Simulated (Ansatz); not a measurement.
MnH₂O₂:
```cif
data_H2MnO2
_chemical_formula_sum 'Mn1 H2 O2'
_space_group_name_H-M_alt 'P 1'
_space_group_IT_number 1
_cell_length_a 3.31200
_cell_length_b 3.31200
_cell_length_c 4.60065
_cell_angle_alpha 89.993
_cell_angle_beta 90.007
_cell_angle_gamma 120.001
loop_
_space_group_symop_operation_xyz
  'x, y, z'
loop_
_atom_site_label
_atom_site_type_symbol
_atom_site_fract_x
_atom_site_fract_y
_atom_site_fract_z
_atom_site_occupancy
Mn1 Mn 0.91237 0.08763 0.02209 1
H1 H 0.57864 0.42136 0.46408 1
H2 H 0.24527 0.75473 0.58008 1
O1 O 0.57888 0.42112 0.25457 1
O2 O 0.24545 0.75455 0.78957 1
```
The run is spin-polarised; directions of the spins, atom by atom: ↑ 0 0 0 0.

Relaxed with r²SCAN+D4.

**Question.** Tabulate the valence density and the electron localisation function along the shortest Mn–O contact (2.19 Å), DFT-r²SCAN+D4 in the program Ansatz with PAW potentials.

**Answer.** 

```tsv
distance from Mn (Å)	density (e/Å³)	ELF
0.22	21.95	0.86
0.33	15.69	0.81
0.44	9.84	0.73
0.55	5.46	0.62
0.66	2.73	0.49
0.77	1.30	0.32
0.88	0.66	0.17
0.99	0.42	0.10
1.09	0.38	0.13
1.20	0.45	0.32
1.31	0.63	0.62
1.42	0.96	0.81
1.53	1.56	0.86
1.64	2.60	0.85
1.75	4.08	0.81
1.86	5.66	0.70
1.97	6.87	0.50
```

The density is the valence pseudo-density with augmentation charge, so density and ELF within about 1 Å of a nucleus are not all-electron values.

Space group P-3m1. The first step of the workflow began from a Materials Project structure, measured or hypothetical; the Crystallography Open Database copy checked does not list it. Its standing as an ambient phase is unchecked. The cell was relaxed with r²SCAN+D4 under the symmetry of its start; whether a distortion lowers the energy is not shown. The final state is ferromagnetic, the only order run, not a proven ground state. The cell computed holds one magnetic atom, so no antiferromagnetic order was within reach. Other orbital occupations within this spin state were not tried. No Hubbard U is applied.

Potentials: the later of the program's two PAW sets.
